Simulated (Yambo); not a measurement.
```
BeZn3O4
1.0
   -2.21383     2.21383     4.39599
    2.21383    -2.21383     4.39599
    2.21383     2.21383    -4.39599
Be O Zn
1 4 3
Direct
  0.00000   0.00000   0.00000
  0.67060   0.67060   0.56338
  0.32940   0.89278   0.00000
  0.10722   0.10722   0.43662
  0.89278   0.32940   0.00000
  0.50000   0.50000   0.00000
  0.25000   0.75000   0.50000
  0.75000   0.25000   0.50000
```

BeZn$_{3}$O$_{4}$ (space group I-42m, No. 121): mean Im ε in 1 eV windows above the direct gap of 3.09 eV, for different electron-hole kernels (Yambo, broadening 0.15 eV, PBEsol (pw.x of Quantum ESPRESSO, ONCV potentials, without SOC) bands; 6×6×6 mesh, 18 valence and 2 conduction bands, static screening with 75 bands and a 3 Ry block, scissor 1.60 eV, Tamm-Dancoff; field along x).

```
window (eV)  independent quasiparticles  RPA (no attraction)  BSE
-----------  --------------------------  -------------------  ---
3.1 to 4.1                          1.0                  0.9  2.0
4.1 to 5.1                          1.3                  1.2  1.7
5.1 to 6.1                          1.5                  1.4  1.4
6.1 to 7.1                          1.6                  1.5  1.4
```

This run doesn't resolve bound excitons or single peaks, so only averages are given, and they too depend on the mesh; weight that the attraction moves below the gap isn't listed. All transitions below 7.75 eV are in the band window. The scissor comes from a G0W0 run whose convergence isn't established.

Geometry of the Materials Project entry, not relaxed at this level.

The structure is a Materials Project entry; no match was found in the copy of COD used, and its stability was not checked.

With a shallow 3d shell G0W0 needs far more bands and larger blocks than here, so the scissor is uncertain by tenths of an eV or more.
